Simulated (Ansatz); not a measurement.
Ba2Zn3As2O2:
```yaml
crystal:
  lattice:
    - [-2.08388, 2.08388, 9.95920]
    - [2.08388, -2.08388, 9.95920]
    - [2.08388, 2.08388, -9.95920]
  atoms:
    - { symbol: Ba, position: [0.58871, 0.58871, 0.00000] }
    - { symbol: Ba, position: [0.41129, 0.41129, 0.00000] }
    - { symbol: Zn, position: [0.00000, 0.00000, 0.00000] }
    - { symbol: Zn, position: [0.25000, 0.75000, 0.50000] }
    - { symbol: Zn, position: [0.75000, 0.25000, 0.50000] }
    - { symbol: As, position: [0.17525, 0.17525, 0.00000] }
    - { symbol: As, position: [0.82475, 0.82475, 0.00000] }
    - { symbol: O, position: [0.50000, 0.00000, 0.50000] }
    - { symbol: O, position: [0.00000, 0.50000, 0.50000] }
```

r²SCAN (plane waves, PAW; program Ansatz) gives a gap of 0.65 eV without spin–orbit coupling, maximum at Γ, minimum at M.

Q: What happens when spin–orbit coupling is switched on?

A: The gap drops by 0.10 eV, to 0.55 eV; maximum at Γ, minimum at M.

Q: Give the electron effective mass with spin–orbit coupling.

A: 0.16, 0.16, 1.4 mₑ (principal values).

Q: Give the hole effective mass with spin–orbit coupling.

A: 0.18, 0.18, 1.6 mₑ (principal values).

Space group I4/mmm. The first step of the workflow began from a Materials Project structure, measured or hypothetical; the Crystallography Open Database copy checked does not list it. Whether it is the stable phase at ambient conditions was not checked. The r²SCAN relaxation kept the symmetry of its start; whether a distortion lowers the energy is not shown.

Potentials: the later of the program's two PAW sets.
